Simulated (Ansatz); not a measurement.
The end point of a relaxation of CdSe. Space group P6₃mc (No. 186), wurtzite type. These are PBEsol (plane waves to 420 eV, PAW, scalar-relativistic; Ansatz, an electronic-structure program) values and carry that method's errors.

```xyz
4
Lattice="4.3030 0.0000 0.0000 -2.1515 3.7265 0.0000 0.0000 0.0000 7.0191" Properties=species:S:1:pos:R:3 pbc="T T T"
Cd     2.1515     1.2422     0.0035
Cd     0.0000     2.4844     3.5130
Se     2.1515     1.2422     4.3849
Se     0.0000     2.4844     0.8753
```

**Question.** Predict the band gap from PBEsol.

**Answer.** 0.54 eV, direct at Γ (no spin-orbit coupling).

No spin polarisation in the result.

The run could not lose the symmetry of its start.
